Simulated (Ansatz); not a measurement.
Question: Each is relaxed and computed with LDA (plane waves, PAW; program Ansatz). Which is the only one with a gap?
A. Li4H4Rh, I4/m (Li on 8h, H on 8h, Rh on 2a)
B. Sr3Li4Sb4, Immm (Pearson symbol oI22)
C. K2LiRhF6, Fm-3m (K on 8c, Li on 4b, Rh on 4a, F on 24e)
D. La2B4Rh5, Fmmm (Pearson symbol oF44)

Answer: C, K2LiRhF6, Fm-3m (K on 8c, Li on 4b, Rh on 4a, F on 24e). K2LiRhF6: gap 1.97 eV; Li4H4Rh: metal; Sr3Li4Sb4: metal; La2B4Rh5: metal. Standing as an ambient phase not checked: K2LiRhF6, Fm-3m (K on 8c, Li on 4b, Rh on 4a, F on 24e); Li4H4Rh, I4/m (Li on 8h, H on 8h, Rh on 2a); Sr3Li4Sb4, Immm (Pearson symbol oI22); La2B4Rh5, Fmmm (Pearson symbol oF44). All cells were relaxed under the symmetry of their starts (and spin orders); stability against distortions was not tested throughout. Rows with no word on spin ran without spin polarisation. Spin–orbit coupling is left out wherever it is not named.

Potentials: the later of the program's two PAW sets.
